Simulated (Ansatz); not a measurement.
Which element?

Cell vectors (Å):

```
-2.0845  2.0845  2.0845
 2.0845 -2.0845  2.0845
 2.0845  2.0845 -2.0845
```

```json
{"atom": "X", "a": "0.0000", "b": "0.0000", "c": "0.0000"}
```

Computed with PBEsol, all-electron LAPW in Ansatz 0.2.0, scalar-relativistic. k mesh 16×16×16, Fermi-Dirac smearing of 0.050 eV.

Harmonic phonons of a crystal by Kohn-Sham DFT at the given cell, standard atomic masses, acoustic sum rule imposed; negative wavenumbers are unstable modes.

| point | q a (r.l.u.) | q b (r.l.u.) | q c (r.l.u.) | branch | phonon wavenumber (cm⁻¹) |
| --- | --- | --- | --- | --- | --- |
| 0.25/0/0 | 0.25 | 0 | 0 | 1 | 20.7 |
| 0.25/0/0 | 0.25 | 0 | 0 | 2 | 62.7 |
| 0.25/0/0 | 0.25 | 0 | 0 | 3 | 94.7 |
| N | 0.5 | 0 | 0 | 1 | 28.9 |
| N | 0.5 | 0 | 0 | 2 | 88.5 |
| N | 0.5 | 0 | 0 | 3 | 130.8 |
| 0.25/0.25/0 | 0.25 | 0.25 | 0 | 1 | 53.9 |
| 0.25/0.25/0 | 0.25 | 0.25 | 0 | 2 | 95.1 |
| 0.25/0.25/0 | 0.25 | 0.25 | 0 | 3 | 123 |
| P | 0.25 | 0.25 | 0.25 | 1 | 100.8 |
| -0.25/0.25/0.25 | -0.25 | 0.25 | 0.25 | 1 | 90.1 |
| -0.25/0.25/0.25 | -0.25 | 0.25 | 0.25 | 3 | 92.2 |
| 0.5/0.5/0.25 | 0.5 | 0.5 | 0.25 | 1 | 87.4 |
| 0.5/0.5/0.25 | 0.5 | 0.5 | 0.25 | 2 | 109.8 |
| 0.5/0.5/0.25 | 0.5 | 0.5 | 0.25 | 3 | 128.4 |
| H | 0.5 | 0.5 | 0.5 | 1 | 126.3 |

Problem. All X atoms are one element. Which one was computed?

Solution. Na; the crystal is Na (Im-3m).

Limits of these numbers: responses of metals move with mesh and smearing.
